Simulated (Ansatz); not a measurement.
LaOs2:
```
LaOs2
1.0
    0.00000     3.86231     3.86231
    3.86231     0.00000     3.86231
    3.86231     3.86231     0.00000
La Os
2 4
Direct
  0.50000   0.50000   0.50000
  0.75000   0.75000   0.75000
  0.12500   0.12500   0.12500
  0.62500   0.12500   0.12500
  0.12500   0.12500   0.62500
  0.12500   0.62500   0.12500
```

Relaxed with r²SCAN. Special points in fractions of this cell's reciprocal vectors: Γ (0.000, 0.000, 0.000); X (0.500, 0.000, 0.500); U (0.625, 0.250, 0.625); K (0.375, 0.375, 0.750); L (0.500, 0.500, 0.500); W (0.500, 0.250, 0.750).

Q: List the band energies nearest the Fermi level at these points for DFT-r²SCAN with spin–orbit coupling in the program Ansatz with PAW potentials.

A: In eV from the Fermi level; about four levels below and three above (degenerate sets whole), none deeper than 8.9 eV; points with the same levels are listed once.

```json
[
 {"k": "Γ", "below": "-0.11 -0.11 -0.11 -0.11 -0.10 -0.10", "above": "0.40 0.40 0.40 0.40"},
 {"k": "X", "below": "-1.47 -1.47 -1.47 -1.47", "above": "0.06 0.06 0.06 0.06"},
 {"k": "U", "below": "-0.48 -0.48 -0.32 -0.32", "above": "0.58 0.58 0.96 0.96"},
 {"k": "L", "below": "-0.33 -0.33 -0.30 -0.30", "above": "0.21 0.21 0.49 0.49"},
 {"k": "W", "below": "-0.47 -0.47 -0.22 -0.22", "above": "0.77 0.77 0.79 0.79"}
]
```

Space group Fd-3m (cubic Laves (MgCu2 type)). The workflow started from an entry of the Crystallography Open Database (COD). Whether it is the stable phase at ambient conditions was not checked. Symmetry was held in the r²SCAN relaxation; its stability against distortions is not shown here. The run is not spin-polarised.

Potentials: the later of the program's two PAW sets.
